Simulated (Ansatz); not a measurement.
Input and command of a plane-wave DFT calculation in Ansatz:

```yaml
crystal:
  lattice:
    - [-4.2970217188, 0.0, 0.0]
    - [0.0, 4.2970217188, 4.2970217188]
    - [0.0, 4.2970217188, -4.2970217188]
  atoms:
    - { symbol: Ga, position: [0.0, 0.5, 0.0] }
    - { symbol: Ga, position: [0.0, 0.0, 0.5] }
    - { symbol: Ga, position: [0.5, 0.25, 0.75] }
    - { symbol: Ga, position: [0.5, 0.75, 0.25] }
    - { symbol: Ga, position: [0.5, 0.25, 0.25] }
    - { symbol: Ga, position: [0.5, 0.75, 0.75] }
    - { symbol: Se, position: [0.0, 0.0, 0.0] }
    - { symbol: Se, position: [0.0, 0.5, 0.5] }
basis:
  ecutwfc: 420
kpoints:
  mp_grid: { grid: [8, 6, 6] }
hamiltonian:
  xc: pbesol
scf:
  occupations: { method: gaussian, width: 0.15 }
output:
  forces: true
  stress: true
  eigenvalues: true
  write_density: true
  write_potential: true
  elf: true
  volumetric_format: npy
```

```bash
ansatz run input.yaml --threads 2 --pin off --max-ram 5120MiB --backend cpu --events-out ev --progress --plain --runs-dir out
```

Processor: Intel(R) Xeon(R) Platinum 8488C (Sapphire Rapids), 2 threads, on a host shared with other jobs.

Task: Estimate time, memory and problem size.

Result: About 13 s on 2 threads of Intel(R) Xeon(R) Platinum 8488C (Sapphire Rapids) (shared host), peak memory 0.75 GiB. It solves 66 bands at 50 k points (the mesh reduced by symmetry) with about 3147 plane waves, in 7 SCF iterations.
